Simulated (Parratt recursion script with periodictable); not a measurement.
EUV peak of a Si/Mo multilayer on Si against the thickness ratio

| layer, from the top | thickness (Å) | density (g/cm³) | rms roughness of its top face (Å) | δ at 13.5 nm | β at 13.5 nm |
|---|---|---|---|---|---|
| Si (in each period) | varied | 2.313 | 2 | 9.927 × 10⁻⁴ | 0.001813 |
| Mo (in each period) | varied | 10.026 | 2 | 0.07476 | 0.006314 |
| Si (substrate) | – | 2.313 | 2 | 9.927 × 10⁻⁴ | 0.001813 |

The refractive index is n = 1 − δ + iβ; the runs take δ and β at each wavelength of the scan. Vacuum lies above.

Densities are inputs, not measurements. They were set from computed cells of the Materials Project: Si from entry mp-149 (Fd-3m, 2.313 g/cm³); Mo from entry mp-129 (Im-3m, 10.026 g/cm³). A layer's crystal structure does not enter its constants, only its composition and density.

Model: EUV and soft X-ray reflectivity, Parratt recursion, Névot-Croce roughness, Henke tables. Program: Parratt recursion script with periodictable 1.7.1.

Light falls at α = 6° from the surface normal. It is s-polarised. The wavelength is scanned from 12.42 to 14.58 nm in 161 evenly spaced points, without smoothing. The peak is the highest scan point; its wavelength and height come from a parabola through R at that point and its two neighbours.

The pair is repeated 40 times. The runs differ in the two thicknesses alone; Γ is the share of Mo in the period D.

```
Si (Å)  Mo (Å)     Γ  peak λ (nm)  peak R (%)
------  ------  ----  -----------  ----------
54.6      13.6  0.20       13.399        60.1
47.7      20.5  0.30            ?           ?
44.3      23.9  0.35       13.305        71.8
27.3      40.9  0.60       13.089        68.4
```

Question: Estimate the peak wavelength and height at Γ = 0.30.

Answer: Wavelength: with δ̄ the thickness-weighted δ at 13.5 nm and α the angle from the normal (sin²α = 0.0109), λ ≈ 2D[(1 − δ̄)² − sin²α]^½.

| Γ | D (Å) | δ̄ | λ by hand (nm) | run minus hand (nm) |
|---|---|---|---|---|
| 0.20 | 68.2 | 0.0157 | 13.350 | 0.049 |
| 0.30 | 68.2 | 0.0232 | 13.247 | to find |
| 0.35 | 68.2 | 0.0268 | 13.198 | 0.107 |

The difference, interpolated in Γ, is 0.088 nm, so λ ≈ 13.247 + 0.088 = 13.335 nm.

Height: the parabola through the rows at Γ = 0.20, 0.35, 0.60 has weights 0.250, 0.800, −0.050 at Γ = 0.30, which give 69.0 %.

The run gave 13.338 nm and 70.0 %, so the estimates miss by 0.003 nm and 1.0 points. Of these 4 runs, Γ = 0.35 has the highest peak.
